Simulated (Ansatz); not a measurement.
**PbS: computed property card**

PbS:
```
PbS
1.0
    0.00000     3.27158     3.27158
    3.27158     0.00000     3.27158
    3.27158     3.27158     0.00000
S Pb
1 1
Direct
  0.25000   0.25000   0.25000
  0.00000   0.00000   0.00000
```

Space group F-43m (No. 216), zinc blende; conventional cell a = 6.5432 Å, b = 6.5432 Å, c = 6.5432 Å, α = 90.00°, β = 90.00°, γ = 90.00°.

Method: plane-wave PAW PBEsol (Ansatz code). The cell and atoms are relaxed at this level. Other levels are named where they apply.

### Cell and energy

Volume per atom: 35.02 Å³
Density: 5.67 g/cm³
Formation energy from the elements (no fitted shifts): -0.28 eV/atom

### Electronic structure

* **Band gap**: 0.63 eV (indirect)
* **Valence-band maximum**: at W
* **Conduction-band minimum**: at X (3 equivalent valleys)
* **Smallest direct gap on the standard path**: 1.15 eV
* **Electron effective mass**: 0.35, 0.35, 1.7 mₑ (principal values)
* **Hole effective mass**: 0.59, 0.59, 0.70 mₑ (principal values)
* **HSE06 gap on the PBEsol cell**: 1.22 eV
* **Gap with spin–orbit coupling**: 0.54 eV

### Mechanics

* **Bulk modulus (Birch–Murnaghan fit)**: 38.9 GPa
* **Pressure derivative B′**: 4.1
* **Elastic constants (relaxed ions, GPa)**: C11 = 40.5, C12 = 38.1, C44 = -7.6
* **Mechanical stability**: unstable (C has a negative eigenvalue)
* **Piezoelectric stress constants (proper, relaxed ions, C/m²)**: e14 = e25 = e36 = -0.37

### Dielectric response

- Electronic dielectric constant ε∞ (DFPT): 7.42
- Static dielectric constant ε0 (ions relaxed, cell fixed): 11.8
- Born charges (a third of the trace): S -2.34, Pb +2.34 e
- Largest static χ(2) component: 86 pm/V

### Phonons

Highest zone-centre frequency (without LO–TO term): 178 cm⁻¹
Zone-centre stability: no imaginary mode at Γ
Dynamical stability on the path: unstable, down to 34i cm⁻¹

The start of the workflow was typed in or built on a structure type; neither database checked (COD, Materials Project) lists it. It is not the phase usual at ambient conditions (space group No. 225). The PBEsol relaxation kept the symmetry of its start. Signs of piezoelectric constants follow the polarity of the cell as given. The references are the lowest solids computed at this level, not always the standard phases. Spin–orbit coupling is left out wherever it is not named.

Potentials: the earlier of the program's two PAW sets. The files were generated under PBE; for other functionals the program regenerates the frozen cores, and for LDA and PBEsol the local potential too.
